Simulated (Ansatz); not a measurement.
Relaxed-ion elastic tensor of MgO in space group P6_3/mmc (No. 194; Mg on 2c, O on 2d) in GPa (Voigt order), DFT-LDA in the program Ansatz with PAW potentials; density 3.13 g/cm³, 10.68 Å³ per atom.

```
 197   137  79.9   0.0   0.0   0.0
 137   197  79.9   0.0   0.0   0.0
79.9  79.9   287   0.0   0.0   0.0
 0.0   0.0   0.0   119   0.0   0.0
 0.0   0.0   0.0   0.0   119   0.0
 0.0   0.0   0.0   0.0   0.0  29.7
```

Question: Is the crystal mechanically stable?

Answer: Yes: the smallest eigenvalue of C is 29.7 GPa.

Question: Work out the Voigt, Reuss and Hill averages.

Answer: K_V = 142, K_R = 141, K_H = 141; G_V = 78.9, G_R = 52.9, G_H = 65.9 GPa.

Question: Give Young's modulus, Poisson's ratio, Pugh's ratio and the universal anisotropy index.

Answer: E = 9KG/(3K + G) = 171 GPa; ν = 0.30; K/G = 2.15 (ductile by the Pugh limit of 1.75); A_U = 5G_V/G_R + K_V/K_R − 6 = 2.46.

Question: Estimate the sound speeds and the Debye temperature.

Answer: v_l = √((K + 4G/3)/ρ) = 8560 m/s, v_t = √(G/ρ) = 4590 m/s, mean 5120 m/s; Θ = (h/k)(3n/4πV)^(1/3) v_m = 693 K.

Question: How much does each axis shrink under pressure?

Answer: Linear compressibilities β_i = Σ_j S_ij (j = 1 to 3): x 2.5, y 2.5, z 2.1 per TPa.

The workflow started from a Materials Project entry (that database holds measured and hypothetical structures alike); the Crystallography Open Database copy checked does not list it. It is not the phase usual at ambient conditions (space group No. 225). The cell was relaxed with LDA under the symmetry of its start; whether a distortion lowers the energy is not shown.

Potentials: the earlier of the program's two PAW sets. The files were generated under PBE; for other functionals the program regenerates the frozen cores, and for LDA and PBEsol the local potential too.
